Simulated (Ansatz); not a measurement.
TiSi₂ in space group Cmcm (No. 63; Ti on 4c, Si on 4c, Si on 4c), LDA (plane waves, PAW; program Ansatz), all energies at zero smearing, with the estimated change up to a 700 eV cutoff added, with one set of potentials and settings (totals compare only within such a set). Cell of 6 atoms (2 Ti, 4 Si): -7339.300 eV.

```
element              reference phase  E (eV/atom)
-------  ---------------------------  -----------
Ti       P6/mmm, 3 atoms in the cell   -2450.3338
Si        Fd-3m, 2 atoms in the cell    -608.6500
```

Formation energy per atom, worked out: (-7339.300 − 2×(-2450.3338) − 4×(-608.6500))/6 = -0.672 eV/atom (-65 kJ per mol of atoms), at 0 K, without zero-point energy or fitted corrections.

The cell was relaxed with LDA under the symmetry of its start. No spin polarisation was allowed. The references are the lowest solids computed at this level, not always the standard phases.

Potentials: the earlier of the program's two PAW sets. The files were generated under PBE; for other functionals the program regenerates the frozen cores, and for LDA and PBEsol the local potential too.
